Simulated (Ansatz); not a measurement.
Polymorphs of PtSe2, each relaxed with PBE (plane waves, PAW; program Ansatz):

A: rutile (P4_2/mnm), a = b = 5.7806 Å, c = 4.0234 Å, α = β = γ = 90.00°

B: Pnnm, a = 5.4789 Å, b = 5.9811 Å, c = 3.9152 Å, α = β = γ = 90.00°

C: fluorite or antifluorite type (Fm-3m), a = 6.2896 Å, b = 6.2896 Å, c = 6.2896 Å, α = 90.00°, β = 90.00°, γ = 90.00°

D: anatase (I4_1/amd), a = 5.0577 Å, b = 5.0577 Å, c = 12.0485 Å, α = 90.00°, β = 90.00°, γ = 90.00°

E: CdI2 type (P-3m1), a = 3.7516 Å, b = 3.7516 Å, c = 6.4810 Å, α = 90.00°, β = 90.00°, γ = 120.00°

**Question.** Order them by energy per atom at 0 K (lowest first) at the level PBE.

**Answer.** E (+0 meV/atom), B (+187 meV/atom), A (+340 meV/atom), D (+373 meV/atom), C (+493 meV/atom)

**Question.** Give each one's gap.

**Answer.** A no gap; B no gap; C no gap; D no gap; E 0.81 eV.

Constructed cells (a structure type filled with these elements, in neither database checked): A; B; C; D. Relaxed far from the usual cell of the phase: E. Weakly bound layers, chains or molecules computed without a dispersion correction, so cells and soft constants are ill determined: E. All cells were relaxed under the symmetry of their starts (and spin orders); stability against distortions was not tested throughout. Rows with no word on spin ran without spin polarisation. Spin–orbit coupling is left out wherever it is not named.

Energies hold the estimated change up to a 700 eV cutoff; steps of a few meV lie near the error of the meshes.

Potentials: the later of the program's two PAW sets.
